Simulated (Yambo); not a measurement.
RPA spectrum of HfS2 (CdI2 type, space group P-3m1, No. 164) on LDA bands in Yambo (9×9×6 mesh, 52 bands, 4 Ry local-field block, 0.2 eV broadening; field along x). CGrdSpXd merges neighbouring transition energies to save time; the report line [X-CG] gives the poles kept by one of the 4 MPI tasks, and where the merging fails may depend on that split. Axes are Cartesian, with cell vectors (Å) (3.64, 0.00, 0.00), (-1.82, 3.15, 0.00), (0.00, 0.00, 6.06).

| CGrdSpXd asked (%) | share reached (%) | poles used (one task) | static ε | largest change of Im ε (% of its maximum) | rough time |
|---|---|---|---|---|---|
| 100 | 100 | 6627 | 10.5 | 0.0 | 1 |
| 70 | 69 | 4638 | 10.5 | 0.1 | within a factor of two |
| 30 | 29 | 1978 | 10.5 | 0.4 | about 1/2 |
| 15 | 1 | 78 | 10.8 | 19 | about 1/5 |
| 5 | 1 | 78 | 10.8 | 19 | about 1/5 |

All runs end normally. In the runs at 15 %, 5 % few poles are left or the spectrum changes by over a quarter of its peak, and no warning says so. Times are rough ratios from shared machines. The k mesh wasn't tested; the rows compare only with each other.

Spin-orbit coupling is not included.

Geometry of the Materials Project entry, not relaxed at this level; primitive cell a = b = 3.6397 Å, c = 6.0556 Å, α = β = 90.00°, γ = 120.00°.

The distance between layers or molecules is the database entry's, not relaxed here. Functionals without dispersion can leave it too large, which widens gaps and weakens the response across layers: the numbers belong to this cell.
